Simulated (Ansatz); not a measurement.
Input and command of a plane-wave DFT calculation in Ansatz:

```yaml
crystal:
  lattice:
    - [5.8135446976, 0.0, 0.0]
    - [-2.9067723489, 5.0346773942, 0.0]
    - [0.0, 0.0, 5.2519406017]
  atoms:
    - { symbol: Nb, position: [0.0, 0.0, 0.0] }
    - { symbol: Nb, position: [0.0, 0.0, 0.5] }
    - { symbol: Cd, position: [0.3115, 0.3115, 0.25] }
    - { symbol: Cd, position: [0.0, 0.3115, 0.75] }
    - { symbol: Cd, position: [0.6885, 0.0, 0.25] }
    - { symbol: Cd, position: [0.6885, 0.6885, 0.75] }
    - { symbol: Cd, position: [0.0, 0.6885, 0.25] }
    - { symbol: Cd, position: [0.3115, 0.0, 0.75] }
basis:
  ecutwfc: 420
kpoints:
  mp_grid: { grid: [6, 6, 4] }
hamiltonian:
  xc: pbe
scf:
  occupations: { method: gaussian, width: 0.1 }
  lower_state_search: "off"
output:
  forces: true
  stress: true
  eigenvalues: true
```

```bash
ansatz run input.yaml --threads 1 --pin off --max-ram 2560MiB --backend cpu --events-out ev --progress --plain --runs-dir out
```

Processor: Arm Neoverse V1, 1 thread, on a host shared with other jobs.

Problem. Estimate time, memory and problem size.

Solution. About 17 s on 1 thread of Arm Neoverse V1, on a shared host, peak memory 0.52 GiB. It solves 88 bands at 21 k points (the mesh reduced by the symmetry that the task leaves, which can be less than the crystal's) with about 2969 plane waves, in 8 SCF iterations.
